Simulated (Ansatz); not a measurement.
SiW$_{2}$:
```
CELL_PARAMETERS angstrom
      4.47064     0.00000     0.00000
     -2.23532     3.87169     0.00000
      0.00000     0.00000     5.18336
ATOMIC_POSITIONS crystal
  Si 0.33333 0.66667 0.25000
  Si 0.66667 0.33333 0.75000
  W  0.00000 0.00000 0.00000
  W  0.00000 0.00000 0.50000
  W  0.33333 0.66667 0.75000
  W  0.66667 0.33333 0.25000
```

Relaxed with PBE. Special points in fractions of this cell's reciprocal vectors: Γ (0.000, 0.000, 0.000); M (0.500, 0.000, 0.000); K (0.333, 0.333, 0.000); A (0.000, 0.000, 0.500); L (0.500, 0.000, 0.500); H (0.333, 0.333, 0.500).

Task: List the band energies nearest the Fermi level at these points for the program Ansatz at the PBE level (PAW).

Result: In eV from the Fermi level; about four levels below and three above (degenerate sets whole), none deeper than 8.9 eV; points with the same levels are listed once.

| k | below | above |
|---|---|---|
| Γ | -3.39 -3.39 -0.26 -0.11 | 0.11 0.11 1.06 |
| M | -1.50 -1.49 -0.96 -0.88 -0.49 | 0.47 1.20 1.54 |
| K | -1.12 -1.12 -0.91 -0.51 -0.51 | 0.53 0.53 1.01 |
| A | -3.08 -3.08 -3.08 -3.08 -0.98 -0.98 | 1.33 1.33 1.33 1.33 |
| L | -1.42 -1.42 -0.61 -0.61 | 0.20 0.20 0.52 0.52 |
| H | -1.95 -1.95 -0.89 -0.89 | 0.46 0.46 0.56 0.56 |

Space group P6_3/mmc. A made-up cell: these elements were put on the sites of a structure type; neither database checked (COD, Materials Project) lists it. Whether it is the stable phase at ambient conditions was not checked. Symmetry was held in the PBE relaxation; whether a distortion lowers the energy is not shown. The run is not spin-polarised. Spin–orbit coupling is left out wherever it is not named.

Potentials: the later of the program's two PAW sets.
